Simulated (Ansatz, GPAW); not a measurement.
This is a calculation of ScSi2 for Ansatz 0.2.0. 

input.yaml

```yaml
crystal:
  lattice:
    - [3.66, 0.0, 0.0]
    - [-1.83, 3.1696529779, 0.0]
    - [0.0, 0.0, 3.87]
  atoms:
    - { symbol: Sc, position: [0.0, 0.0, 0.0] }
    - { symbol: Si, position: [0.6666666667, 0.3333333333, 0.5] }
    - { symbol: Si, position: [0.3333333333, 0.6666666667, 0.5] }
hamiltonian:
  xc: pbe
  pseudopotentials: { kind: paw }
kpoints:
  mp_grid: { grid: [8, 8, 7] }
scf:
  occupations: { method: gaussian, width: 0.02 }
output:
  forces: true
  stress: true
  eigenvalues: true
```

Potentials or basis: Ansatz PAW.

Run with:

```bash
$ ansatz run input.yaml --threads 1 --pin off --max-ram 3584MiB --backend cpu --events-out ev --progress --plain --runs-dir out
```

Q: What does the same run look like in GPAW 26.7.0 (ASE script)? Potentials or basis there: GPAW PAW data sets (gpaw-data 1.2.1), cutoff 600 eV.

A: As run (cutoffs and basis follow the program's own potentials, and thresholds, step limits or extra output files can differ):

File run.py:

```python
from ase.dft.bandgap import bandgap
from ase.io import read, write
from ase.units import GPa
from gpaw import GPAW, PW

atoms = read('ScSi2.xyz')

calc = GPAW(mode=PW(600),
            xc='PBE',
            kpts={'size': (8, 8, 7), 'gamma': True},
            occupations={'name': 'methfessel-paxton', 'order': 0, 'width': 0.02},
            nbands=21,
            convergence={'density': 1e-05, 'energy': 1e-05},
            maxiter=150,
            txt='gpaw.txt')
atoms.calc = calc
energy = atoms.get_potential_energy()
forces = atoms.get_forces()
stress = atoms.get_stress()
calc.write('gs.gpw')
write('result.traj', atoms)
print(f'Energy: {energy:.6f} eV')
print('Forces (eV/A):')
print(forces.round(4))
print('Stress (GPa):', (stress / GPa).round(3))
print('Fermi level:', round(calc.get_fermi_level(), 4), 'eV')
print(f'Gap: {bandgap(calc)[0]:.4f} eV, direct: {bandgap(calc, direct=True)[0]:.4f} eV')
```

The input ScSi2.xyz:

```xyz
3
Lattice="3.6600000000 0.0000000000 0.0000000000 -1.8300000000 3.1696529779 0.0000000000 0.0000000000 0.0000000000 3.8700000000" Properties=species:S:1:pos:R:3 pbc="T T T"
Sc     0.0000000000      0.0000000000      0.0000000000
Si     1.8300000002      1.0565509925      1.9350000000
Si    -0.0000000002      2.1131019854      1.9350000000
```

Potentials or basis: GPAW PAW data sets (gpaw-data 1.2.1), pw.

The run is started by

```console
$ OMP_NUM_THREADS=1 python run.py
```

Both were run:

|  | Ansatz | GPAW |
| --- | --- | --- |
| Pressure | 25.2 GPa | 25.6 GPa |

Ansatz's pressure holds a Pulay term of +0.04 GPa for its cutoff of 420 eV, which the other run lacks.

Where Ansatz's input types no cutoff or centring, it takes its own default and a Γ-centred mesh.

The cell lies far from this level's equilibrium.

Pressure is positive in compression.
